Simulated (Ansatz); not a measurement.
ZnO (wurtzite)

```yaml
crystal:
  lattice:
    - [6.47037, 0.00000, 0.00000]
    - [-1.61759, 2.80175, 0.00000]
    - [0.00000, 0.00000, 5.21141]
  atoms:
    - { symbol: Zn, position: [0.33333, 0.33333, 0.00241] }
    - { symbol: Zn, position: [0.83333, 0.33333, 0.00241] }
    - { symbol: Zn, position: [0.16667, 0.66667, 0.50241] }
    - { symbol: Zn, position: [0.66667, 0.66667, 0.50241] }
    - { symbol: O, position: [0.33333, 0.33333, 0.62279] }
    - { symbol: O, position: [0.83333, 0.33333, 0.62279] }
    - { symbol: O, position: [0.16667, 0.66667, 0.12279] }
    - { symbol: O, position: [0.66667, 0.66667, 0.12279] }
```

The atoms are displaced by Q × the pattern below (from a DFPT mode at M = (0.5, 0.0, 0.0), largest move 1; Q in Å), at fixed cell. (q is in reciprocal vectors of the primitive cell; the cell shown is doubled to hold the pattern.)

```tsv
atom	x	y	z
Zn1	-0.074	-0.043	0.151
Zn2	0.074	0.043	-0.151
Zn3	0.074	0.043	0.151
Zn4	-0.074	-0.043	-0.151
O5	-0.098	-0.056	-0.994
O6	0.098	0.056	0.994
O7	0.098	0.056	-0.994
O8	-0.098	-0.056	0.994
```

These are r2SCAN (plane waves to 500 eV, PAW, scalar-relativistic; Ansatz, a quantum-chemistry and plane-wave program) values and carry that method's errors. k mesh 6×12×7 (Γ-centred), Fermi-Dirac smearing 0.05 eV. The energy includes the smearing's −TS. Compression counts positive. ZnO was relaxed with its symmetry unable to fall. The zero of ΔE is the undisplaced structure.

Problem. Give the computed ΔE (eV/cell) and P (GPa) at Q (Å) = -0.280, -0.187, -0.140, -0.047, 0.280.

Solution. 
| Q (Å) | ΔE (eV/cell) | P (GPa) |
|---|---|---|
| -0.280 | 2.327 | 11.3 |
| -0.187 | 0.941 | 4.8 |
| -0.140 | 0.512 | 2.6 |
| -0.047 | 0.055 | 0.3 |
| 0.280 | 2.327 | 11.3 |

(For displaced atoms, the force is minus the slope of the energy, and its curvature is a force constant, which sets phonon frequencies.)
